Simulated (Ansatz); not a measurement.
**Relaxing PtSe$_{2}$ in the CdI2 type**

First guess:

```
CELL_PARAMETERS angstrom
3.56331 0.00000 0.00000
-1.78166 3.08592 0.00000
0.00000 0.00000 5.70130
ATOMIC_POSITIONS crystal
Pt 0.00000 0.00000 0.00000
Se 0.33333 0.66667 0.25000
Se 0.66667 0.33333 0.75000
```

Method: Ansatz 0.2.0, DFT, PBE, PAW with Ansatz's default frozen-core files, scalar-relativistic.

Cell and atoms relax within the symmetry of the start on a 12×12×7 k mesh with 0.05 eV Fermi–Dirac smearing.

The start is built from a prototype, known or not as a phase of this compound; the cutoff is 420 eV.

Spin–orbit coupling is left out, though it moves levels of the heavy atoms by tenths of an eV or more.

**Question.** What is the pressure of the first guess?

**Answer.** 7.17 GPa.

**Question.** What does it relax to?

**Answer.** a = 3.752 Å, b = 3.752 Å, c = 6.501 Å, α = 90.00°, β = 90.00°, γ = 120.00° (conventional cell), 26.41 Å³ per atom:
```cif
data_structure
_symmetry_space_group_name_H-M 'P-3m1'
_symmetry_Int_Tables_number 164
_cell_length_a 3.7516
_cell_length_b 3.7516
_cell_length_c 6.5012
_cell_angle_alpha 90.000
_cell_angle_beta 90.000
_cell_angle_gamma 120.000
_cell_volume 79.24
loop_
_atom_site_label
_atom_site_type_symbol
_atom_site_symmetry_multiplicity
_atom_site_Wyckoff_symbol
_atom_site_fract_x
_atom_site_fract_y
_atom_site_fract_z
_atom_site_occupancy
Pt1 Pt 1 a 0.00000 0.00000 0.00000 1
Se1 Se 2 d 0.33333 0.66667 0.20099 1
```

**Question.** How much energy does the relaxation release?

**Answer.** 87 meV/atom.
